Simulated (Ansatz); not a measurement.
B4C:
```cif
data_C3B12
_chemical_formula_sum 'B12 C3'
_space_group_name_H-M_alt 'P 1'
_space_group_IT_number 1
_cell_length_a 5.19363
_cell_length_b 5.19363
_cell_length_c 5.04482
_cell_angle_alpha 66.046
_cell_angle_beta 113.954
_cell_angle_gamma 114.831
loop_
_space_group_symop_operation_xyz
  'x, y, z'
loop_
_atom_site_label
_atom_site_type_symbol
_atom_site_fract_x
_atom_site_fract_y
_atom_site_fract_z
_atom_site_occupancy
B1 B 0.49185 0.50815 0.83743 1
B2 B 0.50230 0.17581 0.48472 1
B3 B 0.82419 0.49770 0.48472 1
B4 B 0.49388 0.83101 0.50461 1
B5 B 0.16899 0.50612 0.50461 1
B6 B 0.30656 0.69344 0.18059 1
B7 B 0.69000 0.31000 0.81184 1
B8 B 0.30322 0.18819 0.69478 1
B9 B 0.81181 0.69678 0.69478 1
B10 B 0.69603 0.81744 0.29920 1
B11 B 0.18256 0.30397 0.29920 1
B12 B 0.00052 0.99948 0.98906 1
C1 C 0.50303 0.49697 0.17500 1
C2 C 0.12422 0.87578 0.88158 1
C3 C 0.87946 0.12054 0.10397 1
```

Relaxed with r²SCAN. The program Ansatz at the r²SCAN level (PAW) gives a gap of 3.22 eV.

Problem. What gap does HSE06 give on the same cell (Ansatz, PAW)?

Solution. 3.80 eV, 0.58 eV more. The hybrid was solved on a coarser mesh and at special points; its gap is the smallest among all of these.

```tsv
k	v1 r²SCAN	c1 r²SCAN	v1 HSE06	c1 HSE06
Γ	-0.25	5.39	___	___
Y2	0.00	3.57	0.00	4.15
A	-0.26	3.22	-0.37	3.80
M2	-0.50	3.23	-0.51	3.85
V2	-0.73	3.23	-0.86	3.81
L2	-0.36	3.51	___	___
C	-0.45	3.67	___	___
D	-0.93	3.78	___	___
```

Problem. Top valence (v1) and lowest conduction level (c1) in eV from each method's valence maximum (which need not be a listed point): supply the withheld HSE06 values.

Solution. 
- D, v1 HSE06: -0.99
- D, c1 HSE06: 4.41
- Γ, v1 HSE06: -0.37
- Γ, c1 HSE06: 6.07
- L2, v1 HSE06: -0.40
- L2, c1 HSE06: 4.10
- C, v1 HSE06: -0.47
- C, c1 HSE06: 4.27

Cost on shared cores: the r²SCAN run (SCF on a 6×6×6 mesh, then bands and DOS) very roughly 7 core-minutes, the HSE06 run (SCF on 4×4×4, then a few points) about 6 core-minutes (a rough figure); the tasks are unlike.

Space group Cm. The first step of the workflow began from a Materials Project structure, measured or hypothetical; the Crystallography Open Database copy checked does not list it. Its standing as an ambient phase is unchecked. Symmetry was held in the r²SCAN relaxation; of distortions, only those at the zone centre were tested.

Potentials: the earlier of the program's two PAW sets.
